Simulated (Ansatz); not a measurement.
The structure comes from a relaxation in the same program, started in the zincblende type. Whether it is a known phase or the ground state wasn't checked. The listed cell was then made from it by scaling, straining or moving an atom.

NbSb: DFT, r2SCAN, PAW with Ansatz's default frozen-core files, scalar-relativistic (Ansatz 0.2.0). What sets it apart from a plain run of this crystal: functional r2scan, volume scaled by 1.04.

```yaml
crystal:
  lattice:
    - [0.0, 3.1884479748, 3.1884479748]
    - [3.1884479748, 0.0, 3.1884479748]
    - [3.1884479748, 3.1884479748, 0.0]
  atoms:
    - { symbol: Nb, position: [0.0, 0.0, 0.0] }
    - { symbol: Sb, position: [0.25, 0.25, 0.25] }
kpoints:
  mp_grid: { grid: [10, 10, 10] }
scf:
  occupations: { method: fermi_dirac, width: 0.05 }
hamiltonian:
  xc: r2scan
  pseudopotentials: { kind: paw }
output:
  forces: true
  stress: true
  eigenvalues: true
  efg: { contact_densities: true }
```

Output:

```
Nb, Sb: output.efg is read without spin–orbit coupling, which moves field gradients at and beside such atoms by some per cent and up to a factor of two; PAW files take it under magnetization.noncollinear and magnetization.spin_orbit
Engine: ansatz 0.2.0
Pseudopotentials: kind: paw
Pseudopotential: Nb, paw, valence charge 13, recommended cutoff 500 eV (meta_gga)
Pseudopotential: Sb, paw, valence charge 15, recommended cutoff 500 eV (meta_gga)
Functional definition: r2SCAN
  parameter k0 = 0.174
  parameter k1 = 0.065
  parameter a1 = 4.9479
  exchange = r2scan_x(k0 = k0, k1 = k1, a1 = a1)
  correlation = r2scan_c
Crystal: 2 atoms, lattice volume = 64.829 Å³
Basis set: ecut = 500 eV, 1639 PW (Γ), exchange–correlation on 144×144×144 points (64 copies of the dense FFT grid, shifted against one another)
Bands: 18, of which v1, the nominal top of the filled ones, is band 14 counted from 1 (13 counted from 0)
Symmetry: 24 space group operations
Space group: F-43m (ITA 216), of the structure as read, at distance tolerance 4.0e-5 Å
k-points: 47 of 1000 (time reversal used)
Non-local potential: Nb, projectors of the file, l = 0: 3, l = 1: 2, l = 2: 2, l = 3: 1
Non-local potential: Sb, projectors of the file, l = 0: 2, l = 1: 2, l = 2: 2, l = 3: 2
PAW form: soft (Blöchl's): semilocal exchange-correlation on the pseudo side does not see the compensation charge
PAW frozen core: Nb, regenerated for the run's functional (the file was generated under x = pbe(κ = 0.804, μ = 0.2195149727645171), c = pbe(β = 0.06672455060314922))
PAW frozen core: Sb, regenerated for the run's functional (the file was generated under x = pbe(κ = 0.804, μ = 0.2195149727645171), c = pbe(β = 0.06672455060314922))
PAW one-centre angular grid: Nb, 590 points (default); XC on 160 Gauss nodes
PAW one-centre angular grid: Sb, 590 points (default); XC on 160 Gauss nodes
Initial density: superposition of atomic densities (neutral atoms: chi_scale 0, normalization atom), corrected by the library's trained network
Initial wavefunctions: pseudopotential atomic-orbital guess
Functional: x = r2scan, c = r2scan; τ floored in thin density (d = 2e-4 eV/Å³)
SCF iter   1: F=—  HF=-11061.068289 eV  |F-HF|=—  |Δ(HF+E_count)|=         —  Δρ=1.05e-2  dr2=1.11e-1  dr2_τ=1.75e-2  ethr=1.77e-3  ⟨swp⟩=6.1  Hψ=4357  notcnv=0
preconditioner: auto → LDOS  [metal: Δε(μ)=0.023 eV  Ē_g=5.377 eV  σ=0.050 eV  W_gap=0.11  n_scr=14 (ndim 8)  ℏωp=14.6 eV  f_vac=0.017  D(μ)=3.75/eV (n_scr^D=26)  β→1.0]
SCF iter   2: F=—  HF=-11061.058354 eV  |F-HF|=—  |Δ(HF+E_count)|=   9.93e-3  Δρ=3.96e-3  dr2=5.65e-3  dr2_τ=4.33e-3  ethr=3.96e-4  ⟨swp⟩=2.6  Hψ=1813  notcnv=0
SCF iter   3: F=—  HF=-11061.063591 eV  |F-HF|=—  |Δ(HF+E_count)|=   5.24e-3  Δρ=1.94e-3  dr2=4.32e-3  dr2_τ=1.11e-4  ethr=2.02e-5  ⟨swp⟩=2.0  Hψ=1567  notcnv=0
SCF iter   4: F=—  HF=-11061.062914 eV  |F-HF|=—  |Δ(HF+E_count)|=   6.77e-4  Δρ=4.40e-4  dr2=1.02e-4  dr2_τ=4.65e-6  ethr=1.54e-5  ⟨swp⟩=2.0  Hψ=1319  notcnv=0
SCF iter   5: F=—  HF=-11061.062883 eV  |F-HF|=—  |Δ(HF+E_count)|=   3.15e-5  Δρ=9.17e-5  dr2=4.10e-6  dr2_τ=2.48e-7  ethr=3.63e-7  ⟨swp⟩=2.0  Hψ=1414  notcnv=0
SCF iter   6: F=—  HF=-11061.062889 eV  |F-HF|=—  |Δ(HF+E_count)|=   5.68e-6  Δρ=1.69e-5  dr2=2.96e-7  dr2_τ=2.21e-8  ethr=1.46e-8  ⟨swp⟩=2.3  Hψ=1550  notcnv=0
SCF iter   7: F=-11061.062889 eV  HF=-11061.062889 eV  |F-HF|=6.36e-9  |Δ(HF+E_count)|=   2.04e-8  Δρ=4.28e-6  dr2=8.12e-9  dr2_τ=1.86e-9  ethr=3.57e-10  ⟨swp⟩=6.9  Hψ=4080  notcnv=0
SCF 1 converged in 7 iterations: F = -11061.062889 eV  dr2 = 8.12e-9
  greatest PAW one-centre occupation: 1.000 electrons in one spin orbital (limit 2), on the Nb atom at site 0 (counted from 0), in its partial waves of l = 0
SCF converged after 7 iterations
Free energy (F): -11061.062889 eV
Harris-Foulkes:  -11061.062889 eV  (|F-HF|=6.36e-9)
Internal energy: -11061.029752 eV  (E = F + TS)
E sigma→0 (E₀):  -11061.046320 eV
Entropy (-TS):   -0.033137 eV (-16.568 meV/atom)
Fermi energy:    8.643634 eV
--- Per-component energies (eV) ---
  E_band       = -399.290300
  E_kinetic    = 595.313661
  E_local      = -2975.355403  (includes V_loc(G=0)·N_el)
  E_nonlocal   = 486.510595
  E_hartree    = 1212.839309
  E_xc         = -293.242188
  E_vxc        = -333.561124  (∫ρ·V_xc dr)
  E_paw        = -7694.740958  (= ΣΔE_a)
  E_vpaw       = -619.224682  (= ΣTr[D̂ρ^β])
  E_aug_tail   = 0.000004  (compensation charges beyond the density's cutoff)
  E_vtau       = 21.346932  (kinetic-family band-sum trace: ∫τ·v_τ [+ j·A + Jᵃ·Aᵃ] dr)
  E_ewald      = -2392.668378
  E_core_change = 0.313606  (= ΣΔE_core)
  E_smearing   = -0.033137  (= −TS)
  E_closure    = -0.000000  (closes the sum)
  Σ components = -11061.062889   (vs F -11061.062889, Δ=0.00e0)
--- Forces (eV/Å), atoms counted from 1 ---
  atom   1  Nb     0.00000000    -0.00000000     0.00000000
  atom   2  Sb    -0.00000000     0.00000000     0.00000000
  max |Σ_I F_I| component: 1.53e-16 eV/Å
--- Stress (GPa, compression-positive) ---
       -3.292123      -0.000000      -0.000000
        0.000000      -3.292123      -0.000000
       -0.000000       0.000000      -3.292123
  P = ⅓ Tr σ = -3.2921 GPa (-32.921 kbar)
--- PAW observables at the nuclei: V_zz in 10²¹ V/m², potentials from the cell's mean, atoms counted from 1 ---
  atom   1  Nb V_zz =    +0.000000   η = 0.0000   by run symmetry: forbidden
            electrostatic potential = -6133.133601 V   contact ρ = 540509.241472 e/Å³
  atom   2  Sb V_zz =    -0.000000   η = 0.0000   by run symmetry: forbidden
            electrostatic potential = -8408.770775 V   contact ρ = 1349203.017131 e/Å³
--- Band table (eV; the first three rows and the last of 47) ---
  k-point 0: bands = ["-48.7857", "-24.1623", "-24.1623", "-24.1623", "-20.5914", "-20.5914", "-20.5903", "-20.5903", "-20.5903", "-1.8020", "5.7686", "5.7686", "5.7686", "8.7178", "8.7178", "11.7346", "13.6481", "13.6481"]
  k-point 1: bands = ["-48.7856", "-24.1621", "-24.1621", "-24.1621", "-20.5935", "-20.5935", "-20.5933", "-20.5887", "-20.5887", "-1.7307", "5.6438", "5.8067", "5.8067", "8.6894", "8.6894", "11.8810", "13.0805", "13.4595"]
  k-point 2: bands = ["-48.7855", "-24.1617", "-24.1615", "-24.1615", "-20.6010", "-20.5962", "-20.5962", "-20.5875", "-20.5875", "-1.5358", "5.3587", "5.9018", "5.9018", "8.6501", "8.6501", "11.3424", "12.8831", "12.9641"]
  k-point 46: bands = ["-48.7848", "-24.1632", "-24.1580", "-24.1573", "-20.6215", "-20.6080", "-20.6073", "-20.5888", "-20.5854", "-0.6625", "5.1005", "5.7721", "6.7332", "7.8584", "8.6132", "9.1770", "9.8102", "10.7254"]
```
